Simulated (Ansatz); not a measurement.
BaMgF4 in space group Cmcm (No. 63; Pearson symbol oS24), DFT-PBEsol in the program Ansatz with PAW potentials. The conduction-band minimum lies at Γ, with 1 equivalent valley. Second derivatives d²E/dk² of the lowest band at one valley (eV·Å²), along Cartesian directions:

```csv
direction,d²E/dk²
[100],14.68
[010],16.31
[001],14.65
[110],15.50
[101],14.67
[011],15.48
```

Problem. Find the principal effective masses, the density-of-states mass and the conductivity mass.

Solution. Off-diagonal terms follow from H_xy = H[110] − (H_xx + H_yy)/2, and m*/mₑ = 7.620 eV·Å² over each eigenvalue: 0.47, 0.52, 0.52. One valley's DOS mass (m₁m₂m₃)^(1/3) = 0.50, conductivity mass 3/(Σ 1/mᵢ) = 0.50 mₑ.

Problem. What effective density of states Nc follows at 300 K for parabolic valleys?

Solution. Nc = 2.509e19 × 1 × (0.50)^(3/2) ≈ 8.9e18 cm⁻³.

The first step of the workflow began from a Materials Project structure, measured or hypothetical; the Crystallography Open Database copy checked does not list it. COD files the formula under space group No. 36. Whether it is the stable phase at ambient conditions was not checked. The cell was relaxed with PBEsol under the symmetry of its start. At this level the phase is dynamically unstable (imaginary phonons). Scalar-relativistic: spin–orbit coupling is off unless named, which matters more the heavier the elements.

Potentials: the earlier of the program's two PAW sets. The files were generated under PBE; for other functionals the program regenerates the frozen cores, and for LDA and PBEsol the local potential too.

Edges and masses are those of Kohn–Sham bands, whose gap is no quasiparticle gap.
